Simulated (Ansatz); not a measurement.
ZrPt3:
```cif
data_Pt3Zr
_chemical_formula_sum 'Zr1 Pt3'
_space_group_name_H-M_alt 'P 1'
_space_group_IT_number 1
_cell_length_a 3.97134
_cell_length_b 3.97134
_cell_length_c 3.97134
_cell_angle_alpha 90.000
_cell_angle_beta 90.000
_cell_angle_gamma 90.000
loop_
_space_group_symop_operation_xyz
  'x, y, z'
loop_
_atom_site_label
_atom_site_type_symbol
_atom_site_fract_x
_atom_site_fract_y
_atom_site_fract_z
_atom_site_occupancy
Zr1 Zr 0.00000 0.00000 0.00000 1
Pt1 Pt 0.50000 0.50000 0.00000 1
Pt2 Pt 0.00000 0.50000 0.50000 1
Pt3 Pt 0.50000 0.00000 0.50000 1
```

Relaxed with LDA.

Q: Which orbitals make up the states near the Fermi level in DFT-LDA in the program Ansatz with PAW potentials?

A: Within 0.5 eV of the Fermi level: Zr 4d 49 %, Pt 5d 27 %, Pt 6s 11 %, outside the projected shells 12 %. Projections are on Löwdin-orthogonalised atomic valence shells; empty p or d shells of many metals are not among them.

Q: Tabulate the density of states.

A: States/eV per cell of 4 atoms, in 0.25 eV bins, energy from the Fermi level.

| E (eV) | total | Pt 5d | Zr 4d | Pt 6s |
|---|---|---|---|---|
| -7.85 | 1.83 | 0.64 | 0.18 | 0.86 |
| -7.60 | 2.22 | 0.97 | 0.30 | 0.84 |
| -7.35 | 2.11 | 1.18 | 0.34 | 0.52 |
| -7.10 | 3.54 | 2.16 | 0.53 | 0.64 |
| -6.85 | 6.22 | 4.10 | 0.82 | 0.92 |
| -6.60 | 5.84 | 4.40 | 0.63 | 0.56 |
| -6.35 | 6.13 | 5.08 | 0.50 | 0.31 |
| -6.10 | 5.61 | 4.78 | 0.44 | 0.18 |
| -5.85 | 3.89 | 3.41 | 0.28 | 0.06 |
| -5.60 | 4.49 | 3.94 | 0.31 | 0.09 |
| -5.35 | 5.69 | 4.96 | 0.46 | 0.13 |
| -5.10 | 5.46 | 4.82 | 0.38 | 0.14 |
| -4.85 | 5.46 | 4.69 | 0.39 | 0.22 |
| -4.60 | 6.01 | 5.13 | 0.38 | 0.32 |
| -4.35 | 5.08 | 4.29 | 0.30 | 0.31 |
| -4.10 | 6.68 | 5.67 | 0.55 | 0.29 |
| -3.85 | 9.79 | 8.43 | 0.86 | 0.29 |
| -3.60 | 5.78 | 4.87 | 0.52 | 0.24 |
| -3.35 | 5.59 | 4.80 | 0.47 | 0.16 |
| -3.10 | 7.32 | 6.49 | 0.47 | 0.16 |
| -2.85 | 4.17 | 3.58 | 0.28 | 0.13 |
| -2.60 | 3.66 | 2.99 | 0.32 | 0.12 |
| -2.35 | 4.57 | 3.46 | 0.52 | 0.18 |
| -2.10 | 3.88 | 2.60 | 0.61 | 0.16 |
| -1.85 | 2.40 | 1.61 | 0.35 | 0.10 |
| -1.60 | 2.05 | 1.55 | 0.21 | 0.08 |
| -1.35 | 2.59 | 2.25 | 0.14 | 0.06 |
| -1.10 | 2.43 | 2.18 | 0.10 | 0.04 |
| -0.85 | 1.21 | 1.02 | 0.07 | 0.03 |
| -0.60 | 0.49 | 0.35 | 0.04 | 0.03 |
| -0.35 | 0.09 | 0.02 | 0.02 | 0.01 |
| -0.10 | 0.20 | 0.04 | 0.08 | 0.02 |
| 0.15 | 1.01 | 0.25 | 0.55 | 0.07 |
| 0.40 | 4.03 | 1.15 | 1.95 | 0.47 |
| 0.65 | 8.12 | 2.63 | 3.96 | 0.99 |
| 0.90 | 4.96 | 1.69 | 2.60 | 0.48 |
| 1.15 | 7.02 | 2.53 | 3.66 | 0.58 |
| 1.40 | 2.97 | 0.75 | 1.76 | 0.20 |
| 1.65 | 2.13 | 0.32 | 1.47 | 0.16 |
| 1.90 | 1.56 | 0.23 | 1.06 | 0.14 |
| 2.15 | 1.48 | 0.22 | 0.97 | 0.13 |
| 2.40 | 1.90 | 0.30 | 1.19 | 0.13 |
| 2.65 | 1.42 | 0.22 | 0.90 | 0.09 |
| 2.90 | 1.26 | 0.20 | 0.80 | 0.08 |
| 3.15 | 1.11 | 0.18 | 0.67 | 0.07 |
| 3.40 | 1.02 | 0.17 | 0.59 | 0.06 |
| 3.65 | 0.76 | 0.11 | 0.39 | 0.04 |
| 3.90 | 0.52 | 0.06 | 0.20 | 0.03 |
| 4.15 | 0.68 | 0.07 | 0.24 | 0.04 |
| 4.40 | 1.03 | 0.10 | 0.32 | 0.08 |
| 4.65 | 2.70 | 0.26 | 0.76 | 0.33 |

Space group Pm-3m (Cu3Au type). The workflow started from a Materials Project entry (that database holds measured and hypothetical structures alike); the Crystallography Open Database files this formula in space group No. 221, but the cells were not matched. Whether it is the stable phase at ambient conditions was not checked. Symmetry was held in the LDA relaxation; its stability against distortions is not shown here. The run is not spin-polarised. Scalar-relativistic: spin–orbit coupling is off unless named, which matters more the heavier the elements.

Potentials: the later of the program's two PAW sets.
